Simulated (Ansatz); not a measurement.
Computed with DFT PBE, scalar-relativistic, plane waves, PAW in Ansatz. All cells share a 420 eV cutoff and Γ-centred k meshes spaced about 0.3 Å⁻¹ or finer (0.25 for metals, 2π included). No spin polarisation.

Relaxed forms of Ga₂Ge₂O₃:

Cell 1.

```
CELL_PARAMETERS angstrom
3.02431 0.00000 0.00000
-1.51093 2.67958 0.00000
-0.15881 -0.18871 14.39863
ATOMIC_POSITIONS crystal
Ga 0.18986 0.06139 0.09999
Ga 0.51532 0.73694 0.88581
Ge 0.55161 0.87536 0.45226
Ge 0.85978 0.47437 0.61103
O 0.86340 0.40385 0.14704
O 0.84119 0.39431 0.83081
O 0.17884 0.05379 0.97305
```

Cell 2.

```
CELL_PARAMETERS angstrom
-4.31553 4.31553 4.31553
4.31553 -4.31553 4.31553
4.31553 4.31553 -4.31553
ATOMIC_POSITIONS crystal
Ga 0.50000 0.00000 0.00297
Ga 0.00297 0.50000 0.00000
Ga 0.00000 0.00297 0.50000
Ga 0.49703 0.49703 0.49703
Ge 0.10919 0.10919 0.10919
Ge 0.00000 0.39081 0.50000
Ge 0.50000 0.00000 0.39081
Ge 0.39081 0.50000 0.00000
O 0.40532 0.15532 0.25000
O 0.09468 0.34468 0.75000
O 0.75000 0.09468 0.34468
O 0.25000 0.40532 0.15532
O 0.34468 0.75000 0.09468
O 0.15532 0.25000 0.40532
```

Question: Order them by Kohn–Sham gap, widest first, and say which is lowest in energy.

Answer: Gaps on the mesh: 1.79 eV for cell 2, none for cell 1. Lowest in energy is cell 1; cell 2 lies 193 meV/atom higher. The widest gap doesn't belong to the lowest form. Counting O atoms around Ga and Ge (those within 1.25 times the shortest such distance or 1.15 times the sum of covalent radii; a plus sign parts nearer from farther groups; the shortest distance is added where it is long for a bond; a slash parts the counts of unlike sites): cell 1 (P1, 16.7 Å³/atom) has Ga 4/3+3, Ge 1 from 3.2 Å/3+5 from 4.6 Å; cell 2 (I2_13, 23.0 Å³/atom) has Ga 3 from 2.3 Å, Ge 3.

Gaps are read on each cell's k mesh and can be smaller between its points; Kohn–Sham gaps at this level usually fall short of measured ones, and a small gap can close altogether. No dispersion correction is applied, so the spacing and binding between layers, chains or molecules are poorly described (P1), and this can change margins and order among such cells. With atoms moved at random, cell 1 came back. Cell 2 had no clear such test and can be a saddle point. Some candidate types were left out of the draw beforehand, so a known form may be missing.
